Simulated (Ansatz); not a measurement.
TiRu (CsCl type)

```
CELL_PARAMETERS angstrom
      3.02098     0.00000     0.00000
      0.00000     3.02098     0.00000
      0.00000     0.00000     3.02098
ATOMIC_POSITIONS crystal
  Ti 0.00000 0.00000 0.00000
  Ru 0.50000 0.50000 0.50000
```

The slice is a {210} plane (indices of the conventional cell) through the point (0.000, 0.000, 0.000) (fractional), spanned by u = [100] and v = [021] in vectors of this cell: u (3.02 Å) and v (6.76 Å, at 90° to u). It covers one period; positions are fractions (u, v).

These are LDA (plane waves to 420 eV, PAW, scalar-relativistic; Ansatz, a program for electronic structure) values and carry that method's errors. k mesh 15×15×15. These are valence fields of a PAW run, semicore shells included where kept as valence: close to a nucleus they are smooth pseudo fields. TiRu is run without spin polarisation. TiRu was relaxed with its symmetry unable to fall.

Predict the map of the electrostatic potential energy of an electron, from the cell's mean on the slice.


```
|xxxxx=%%=xxxx|
|xxxx *%%* xxx|
|xxx =#%%#= xx|
|xx -+****+- x|
|++++=:  :=+++|
|%%#= xxxx =#%|
|@@*:xxxxxx:*@|
|@%+ xxxxxx +%|
|%%+ xxxxxx +%|
|%#+.xxxxxx.+#|
|##*= xxxx =*#|
|##%#*-::-*#%#|
|%%%@@%##%@@%%|
|%%@@@@@@@@@@%|
|%%%@@%##%@@%%|
|##%#*-::-*#%#|
|##*= xxxx =*#|
|%#+.xxxxxx.+#|
|%%+ xxxxxx +%|
|@%+ xxxxxx +%|
|@@*:xxxxxx:*@|
|%%#= xxxx =#%|
|++++=:  :=+++|
|xx -+****+- x|
|xxx =#%%#= xx|
|xxxx *%%* xxx|
|xxxxx=%%=xxxx|
|xxxxx-##-xxxx|
```
Scale: ten equal steps from 5.00 (start of ' ') to 13.01 (end of '@'), in the order ' .:-=+*#%@'. Values: electrostatic potential energy of an electron, from the cell's mean, in eV. The map has 13 points along u (one character each, u = 0 at the left) and 28 along v (v = 0 in the bottom row). Points within 1 Å of a nucleus are blanked (x), as the pseudised field means little there. Values under 5 eV are set to 5. The zero, the cell's mean, hangs on the PAW cores.
